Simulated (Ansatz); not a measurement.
**Sb₂Au: stiffness from a series of strains**

```
CELL_PARAMETERS angstrom
0.00000 3.32800 3.32800
3.32800 0.00000 3.32800
3.32800 3.32800 0.00000
ATOMIC_POSITIONS crystal
Sb 0.25000 0.25000 0.25000
Sb 0.75000 0.75000 0.75000
Au 0.00000 0.00000 0.00000
```

Atom numbers follow the list: Sb1, Sb2, Au3.

The conventional cell has a = 6.656 Å, b = 6.656 Å, c = 6.656 Å, α = 90.00°, β = 90.00°, γ = 90.00°. Sb (atom 1) has 4 Au at 2.88 Å as nearest neighbours. Au (atom 3) is surrounded by 8 Sb at 2.88 Å.

The cell is COD entry 9009002, as deposited and not checked against the literature; nothing was relaxed.

No spin–orbit coupling, which matters for the heavy atoms here.

The calculation used Ansatz 0.2.0, DFT, LDA, all-electron LAPW, scalar-relativistic.

Numerical set-up: a Γ-centred 9×9×9 k mesh, Fermi–Dirac smearing of 0.08 eV, basis error target 1 meV/atom, no spin polarisation.

The strain is applied along the Cartesian axes of the cell as listed (the other components stay zero). Fractional coordinates are held (clamped ions).

σ is the change of stress from the unstrained cell, which is at 2.95 GPa; tension is positive, so slopes are stress–strain coefficients at that pressure. In a metal the k mesh adds noise.

Only quantities that a quadratic follows smoothly over the whole series are listed; rougher ones are left out.

```csv
εzz,σzz (GPa),σxx (GPa)
-0.0200,-2.50,-2.03
0.0000,0.00,0.00
0.0100,1.21,0.90
0.0200,2.35,1.75
```

Fit the series and read off the stiffness at zero strain.

Least-squares fits y = p0 + p1 x + p2 x² to the rows give σzz (GPa): p1 = 121, p2 = -200; σxx (GPa): p1 = 94.4, p2 = -340. So C11 = 121 GPa and C12 = 94 GPa, which gives B = (C11 + 2 C12)/3 = 103 GPa.

One run, at εzz = -0.0100, is withheld. Predict its row.

The fits give -1.23, -0.98; the run gave -1.23, -0.98.
